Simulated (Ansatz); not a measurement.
**A plane-wave run on Sn3Pd**

The input, for Ansatz 0.2.0 (plane waves, PAW):

```yaml
crystal:
  lattice:
    - [8.46638363, 3.18865723, 0.0]
    - [8.46638363, -3.18865723, 0.0]
    - [0.0, 0.0, -6.40693964]
  atoms:
    - { symbol: Sn, position: [0.49812, 0.83902, 0.8307] }
    - { symbol: Sn, position: [0.00188, 0.66098, 0.3307] }
    - { symbol: Sn, position: [0.83902, 0.49812, 0.1693] }
    - { symbol: Sn, position: [0.66098, 0.00188, 0.6693] }
    - { symbol: Sn, position: [0.50188, 0.16098, 0.1693] }
    - { symbol: Sn, position: [0.99812, 0.33902, 0.6693] }
    - { symbol: Sn, position: [0.16098, 0.50188, 0.8307] }
    - { symbol: Sn, position: [0.33902, 0.99812, 0.3307] }
    - { symbol: Pd, position: [0.08536, 0.08536, 0.0] }
    - { symbol: Pd, position: [0.41464, 0.41464, 0.5] }
    - { symbol: Pd, position: [0.91464, 0.91464, 0.0] }
    - { symbol: Pd, position: [0.58536, 0.58536, 0.5] }
    - { symbol: Sn, position: [0.16013, 0.83987, 0.6609] }
    - { symbol: Sn, position: [0.33987, 0.66013, 0.1609] }
    - { symbol: Sn, position: [0.83987, 0.16013, 0.3391] }
    - { symbol: Sn, position: [0.66013, 0.33987, 0.8391] }
  symmetry: { tolerance: 0.0003 }
kpoints:
  mp_grid: { grid: [5, 5, 4], shift: [0, 0, 0] }
magnetization:
  spin_polarized: false
scf:
  occupations: { method: methfessel_paxton, width: 0.0169 }
  lower_state_search: "off"
  max_iter: 200
hamiltonian:
  pseudopotentials: { kind: paw }
  xc: lda
basis:
  ecutwfc: 420
  fft_grid_basis: typed
output:
  forces: true
  stress: true
  eigenvalues: true
  bader: true
  populations: true
  elf: true
  write_potential: true
  volumetric_format: npy
  dos:
    e_range: [-12, 8]
    de: 0.05
    projected: { site_lists: { Pd: [Pd], Sn: [Sn] } }
checkpoint:
  read: saved_state
```

The saved state is an earlier solution for the same cell, perhaps on another mesh. 

Output (shortened):

```
Free energy (F): -97937.9991 eV
Harris-Foulkes:  -97937.9991 eV  (|F-HF|=7.58e-9)
Internal energy: -97937.9992 eV  (E = F + TS)
E sigma→0 (E₀):  -97937.9991 eV
Entropy (-TS):   0.0002 eV (0.011 meV/atom)
Fermi energy:    13.8396 eV
Step filling:    the computed levels leave a gap of 0.0614 eV = 3.6 smearing widths at the electron count; against every level under it full and every level over it empty, smearing changes F+E_penalty+E_count by +0.023 meV and its σ→0 estimate by -0.020 meV
--- Per-component energies (eV) ---
  E_band       = -1551.2446
  E_kinetic    = 4332.5530
  E_local      = -19971.4895  (includes V_loc(G=0)·N_el)
  E_nonlocal   = 555.7287
  E_hartree    = 10587.4431
  E_xc         = -5232.2620
  E_vxc        = -2046.2222  (∫ρ·V_xc dr)
  E_paw        = -62434.4152  (= ΣΔE_a)
  E_vpaw       = -5596.7096  (= ΣTr[D̂ρ^β])
  E_aug_tail   = 0.0008  (compensation charges beyond the density's cutoff)
  E_ewald      = -25783.3799
  E_core_change = 7.8217  (= ΣΔE_core)
  E_smearing   = 0.0002  (= −TS)
--- Forces (eV/Å), atoms counted from 1 ---
  atom   1  Sn    -0.0321    -0.0007     0.0068
  atom   2  Sn     0.0321     0.0007     0.0068
  atom   3  Sn    -0.0321     0.0007    -0.0068
  atom   4  Sn     0.0321    -0.0007    -0.0068
  atom   5  Sn     0.0321     0.0007    -0.0068
  atom   6  Sn    -0.0321    -0.0007    -0.0068
  atom   7  Sn     0.0321    -0.0007     0.0068
  atom   8  Sn    -0.0321     0.0007     0.0068
  atom   9  Pd     0.0210     0.0000     0.0000
  atom  10  Pd    -0.0210     0.0000     0.0000
  atom  11  Pd    -0.0210     0.0000     0.0000
  atom  12  Pd     0.0210     0.0000     0.0000
  atom  13  Sn     0.0000     0.0150    -0.0112
  atom  14  Sn     0.0000    -0.0150    -0.0112
  atom  15  Sn     0.0000    -0.0150     0.0112
  atom  16  Sn     0.0000     0.0150     0.0112
--- Stress (GPa, compression-positive) ---
        0.5586       0.0000       0.0000
        0.0000       0.9888       0.0000
        0.0000       0.0000       0.8496
  P = ⅓ Tr σ = 0.7990 GPa (7.990 kbar)
--- Bader charges: 16 sites ---
  site symbol  charge [e]  shift [e]
     0     Sn      0.2133     0.0000
     1     Sn      0.2133     0.0000
     2     Sn      0.2133     0.0000
     3     Sn      0.2133     0.0000
     4     Sn      0.2133     0.0000
     5     Sn      0.2133     0.0000
     6     Sn      0.2133     0.0000
     7     Sn      0.2133     0.0000
     8     Pd     -0.7725     0.0001
     9     Pd     -0.7725     0.0001
    10     Pd     -0.7725     0.0001
    11     Pd     -0.7725     0.0001
    12     Sn      0.3458     0.0000
    13     Sn      0.3458     0.0000
    14     Sn      0.3458     0.0000
    15     Sn      0.3458     0.0000
```

Total energies depend on the potentials used, so only differences within one code and one set of settings carry meaning.

Origin: a database entry at a rescaled volume.
